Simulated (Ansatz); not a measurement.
ZrCd:
```
CELL_PARAMETERS angstrom
      3.12259     0.00000     0.00000
      0.00000     3.12259     0.00000
      0.00000     0.00000     8.94966
ATOMIC_POSITIONS crystal
  Zr 0.00000 0.50000 0.87215
  Zr 0.50000 0.00000 0.12785
  Cd 0.00000 0.50000 0.38196
  Cd 0.50000 0.00000 0.61804
```

Relaxed with r²SCAN. Special points in fractions of this cell's reciprocal vectors: Γ (0.000, 0.000, 0.000); X (0.000, 0.500, 0.000); M (0.500, 0.500, 0.000); Z (0.000, 0.000, 0.500); R (0.000, 0.500, 0.500); A (0.500, 0.500, 0.500).

Q: List the band energies nearest the Fermi level at these points for r²SCAN (plane waves, PAW; program Ansatz).

A: In eV from the Fermi level; about four levels below and three above (degenerate sets whole), none deeper than 8.9 eV; points with the same levels are listed once.

```tsv
k	below	above
Γ	-4.53 -2.02 -1.79 -0.26	0.87 1.97 1.97
X	-2.77 -2.77 -0.72 -0.72	0.25 0.25 1.88 1.88
M	-2.75 -2.75 -1.92 -1.92	0.71 0.71 0.81 0.81
Z	-2.10 -1.79 -0.26 -0.01	2.03 2.03 2.05
R	-1.99 -1.99 -1.57 -1.57	0.22 0.22 1.88 1.88
A	-1.46 -1.46 -0.87 -0.87	1.84 1.84 2.94 2.94
```

Space group P4/nmm. The workflow started from a Materials Project entry (that database holds measured and hypothetical structures alike); the Crystallography Open Database copy checked does not list it. With Zr and Cd taken as one species the cell has the higher symmetry Fm-3m, so it may be an ordered model of a mixed-site phase. Its standing as an ambient phase is unchecked. Symmetry was held in the r²SCAN relaxation; its stability against distortions is not shown here. The run is not spin-polarised. Spin–orbit coupling is left out wherever it is not named.

Potentials: the later of the program's two PAW sets.
